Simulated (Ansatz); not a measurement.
K (bcc (W type)), relaxed and computed with several functionals in Ansatz (plane waves, PAW). Much of their spread follows the volume that each gives.

```
functional  V (Å³/atom)  K_Hill (GPa)
----------  -----------  ------------
r²SCAN            76.39           3.5
PBEsol            70.82           3.7
PBE+D3(BJ)        68.73             ?
LDA               64.24           4.4
PBE               73.66           3.6
```

Fit a straight line to ln K against ln V and predict the withheld value.

Least squares on the 4 shown rows: ln K = -1.35 × ln V + (7.088), with a scatter of 2 %. For PBE+D3(BJ) this gives 4.0. The run itself gave 4.2, outside the scatter: the line misses something about this case.

All cells were relaxed under the symmetry of their starts (and spin orders); stability against distortions was not tested throughout.

Potentials: the later of the program's two PAW sets.

Ansatz (a quantum-chemistry and plane-wave program) is a plane-wave DFT program.
